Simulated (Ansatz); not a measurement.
A distorted cell of Ag (fcc, Cu type):

```
CELL_PARAMETERS angstrom
      4.14918     0.00000     0.00000
      0.00000     4.14918     0.00000
      0.00000     0.00000     4.14918
ATOMIC_POSITIONS crystal
  Ag 0.00000 0.00000 0.04242
  Ag 0.50000 0.50000 0.00000
  Ag 0.50000 0.00000 0.50000
  Ag 0.00000 0.50000 0.50000
```

All values below come from PBE (plane waves to 420 eV, PAW, scalar-relativistic; Ansatz, a program for electronic structure). k mesh 9×9×9 (Γ-centred), Fermi-Dirac smearing 0.05 eV. E stands for the smeared free energy. Stress and pressure are positive under compression. With partly filled bands, energies and forces of such displacements shift with the k mesh and the smearing. On this mesh the relaxed cell isn't quite at rest: it carries a pressure of -0.1 GPa (compression positive) at the zero of the scan. Ag was relaxed with its symmetry unable to fall. The PAW data are Ansatz's earlier set.

Task: What forces act on the atoms (eV/Å, Cartesian)?

Result: 
```tsv
atom	Fx	Fy	Fz
Ag1	0.000	0.000	-0.831
Ag2	0.000	0.000	-0.034
Ag3	0.000	0.000	0.432
Ag4	0.000	0.000	0.432
```

Task: In it atom 1 sits (0.000, 0.000, 0.176) Å away from its relaxed site. What is its energy relative to the relaxed cell?

Result: 72 meV/cell.

(For displaced atoms, the force is minus the slope of the energy, and its curvature is a force constant, which sets phonon frequencies.)
